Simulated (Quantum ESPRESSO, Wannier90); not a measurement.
## Tight-binding from DFT: Au (fcc (Cu type))

```yaml
crystal:
  lattice:
    - [0.00000, 2.08564, 2.08564]
    - [2.08564, 0.00000, 2.08564]
    - [2.08564, 2.08564, 0.00000]
  atoms:
    - { symbol: Au, position: [0.00000, 0.00000, 0.00000] }
```

Structure: Materials Project mp-81, symmetrised, not relaxed again. This is the element's usual structure. Computed values, not measurements, from PBEsol: Quantum ESPRESSO (norm-conserving PseudoDojo potentials, cutoff 61 Ry, spinors with spin-orbit coupling) on a Γ-centred 10×10×10 mesh, then Wannier90. Density: 18×18×18 mesh, cold smearing 0.01 Ry.

Base run: 18 functions from bands 9-42 of the 42 computed, start hydrogen-like Au: s;p;d, centres 0.05 Å off the atoms, frozen window up to 1.50 eV relative to the Fermi level, outer window open. One thing is changed at a time; window edges are relative to the Fermi level. The misfit compares interpolated bands with pw.x on a high-symmetry path, for states up to 1.0 eV relative to the Fermi level. Converged means that the tolerances were met: symmetric starts can stop on a saddle, which shows as a larger Ω_OD at equal Ω_I and can move the misfit too.

| setting | functions | frozen to (eV) | Ω_I (Å²) | Ω_D (Å²) | Ω_OD (Å²) | rms misfit (meV) | worst (meV) | ended |
|---|---|---|---|---|---|---|---|---|
| base | 18 | 1.50 | 15.03 | 0.01 | 3.65 | 2.8 | 31 | converged |

Task: Starting from this base row, predict which settings stop with an error, and how Ω_I and the misfit move in the others: frozen window to 0.50 eV; frozen window to -1.50 eV; frozen window to -0.50 eV; frozen window to 16.34 eV; no frozen window; outer window to 17.37 eV.

Result: 
```json
[
 {"setting": "frozen window to 0.50 eV", "functions": "18", "frozen to (eV)": "0.50", "Ω_I (Å²)": "14.97", "Ω_D (Å²)": "0.01", "Ω_OD (Å²)": "3.63", "rms misfit (meV)": "14", "worst (meV)": "172", "ended": "converged"},
 {"setting": "frozen window to -1.50 eV", "functions": "18", "frozen to (eV)": "-1.50", "Ω_I (Å²)": "14.89", "Ω_D (Å²)": "0.00", "Ω_OD (Å²)": "3.61", "rms misfit (meV)": "38", "worst (meV)": "366", "ended": "converged"},
 {"setting": "frozen window to -0.50 eV", "functions": "18", "frozen to (eV)": "-0.50", "Ω_I (Å²)": "14.91", "Ω_D (Å²)": "0.00", "Ω_OD (Å²)": "3.62", "rms misfit (meV)": "27", "worst (meV)": "295", "ended": "converged"},
 {"setting": "frozen window to 16.34 eV", "functions": "18", "frozen to (eV)": "16.34", "Ω_I (Å²)": "–", "Ω_D (Å²)": "–", "Ω_OD (Å²)": "–", "rms misfit (meV)": "–", "worst (meV)": "–", "ended": "stops: too many frozen states"},
 {"setting": "no frozen window", "functions": "18", "frozen to (eV)": "none", "Ω_I (Å²)": "14.39", "Ω_D (Å²)": "0.01", "Ω_OD (Å²)": "3.23", "rms misfit (meV)": "412", "worst (meV)": "1407", "ended": "converged"},
 {"setting": "outer window to 17.37 eV", "functions": "18", "frozen to (eV)": "1.50", "Ω_I (Å²)": "–", "Ω_D (Å²)": "–", "Ω_OD (Å²)": "–", "rms misfit (meV)": "–", "worst (meV)": "–", "ended": "stops: too few bands in the window"}
]
```

Runs of this sweep that didn't settle are not listed.
